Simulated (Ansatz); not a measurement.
PdSTe (Janus 1T monolayer), relaxed with r2SCAN. In-plane lattice: a = 3.762 Å, b = 3.762 Å, γ = 120.0°; thickness between the outer nuclei 2.64 Å. Pd is surrounded by 3 S at 2.48 Å and 3 Te at 2.61 Å; S is surrounded by 3 Pd at 2.48 Å; Te is surrounded by 3 Pd at 2.61 Å.

```xyz
3
Lattice="3.7622 0.0000 0.0000 -1.8811 3.2581 0.0000 0.0000 0.0000 30.1799" Properties=species:S:1:pos:R:3 pbc="T T F"
Pd    0.0000    0.0000    9.0874
S     0.0000    2.1721   10.2777
Te    1.8811    1.0860    7.6350
```
Two periodic directions, a and b.

4 runs of Ansatz on this cell differ in the functional (and in the settings that go with it). Levels are in eV from each run's valence top; v1 is the last filled band, c1 the first empty one.

Run A, mean stress -1.2 N/m (compression positive):
```
     point     v5     v3     v1    c1    c2    c3
         Γ  -4.37  -0.68   0.00  3.43  3.43  5.00
         M  -4.09  -3.13  -1.67  2.66  3.07  5.89
         K  -4.29  -2.54  -2.08  1.45  2.71  7.19
Γ–M (0.40)  -4.52  -1.34  -0.22  1.69  3.11  5.59
```

Run B, mean stress -2.7 N/m (compression positive):
```
     point     v5     v3     v1    c1    c2    c3
         Γ  -3.27  -0.58   0.00  2.24  2.24  4.05
         M  -2.91  -2.35  -1.42  1.42  1.84  4.38
         K  -3.53  -2.20  -1.44  0.37  1.44  5.64
Γ–M (0.40)  -3.38  -1.00  -0.20  0.64  1.89  4.73
```

Run C, mean stress 0.0 N/m (compression positive):
```
     point     v5     v3     v1    c1    c2    c3
         Γ  -3.45  -0.54   0.00  2.38  2.38  4.55
         M  -3.12  -2.48  -1.44  1.57  1.98  4.91
         K  -3.64  -2.24  -1.53  0.49  1.61  6.20
Γ–M (0.40)  -3.57  -1.05  -0.19  0.83  2.04  5.16
```

Run D, mean stress -0.7 N/m (compression positive):
```
     point     v5     v3     v1    c1    c2    c3
         Γ  -3.87  -0.60   0.00  2.83  2.83  4.87
         M  -3.56  -2.79  -1.54  2.03  2.44  5.40
         K  -3.94  -2.39  -1.77  0.89  2.07  6.71
Γ–M (0.40)  -4.01  -1.18  -0.20  1.20  2.49  5.47
```

Task: Match the runs to LDA, r2SCAN, r2SCANh, PBE0.

Result: A is PBE0, B is LDA, C is r2SCAN, D is r2SCANh. In order of the gap: LDA 0.37, r2SCAN 0.49, r2SCANh 0.89, PBE0 1.45 eV. The stress vanishes for r2SCAN, which relaxed the cell.

Note: simulated data, non-magnetic, for a generated structure that need not be the stable one.

No spin-orbit coupling is included; it can move band edges with weight on the heavy atoms by tenths of an eV.

The stress of a hybrid is loosely converged in these runs.

The meshes of the hybrids are coarse, so their gaps aren't converged to the digits shown.

For some runs the program warns that the potential is rough where the density is thin, which bears on empty states near the vacuum.
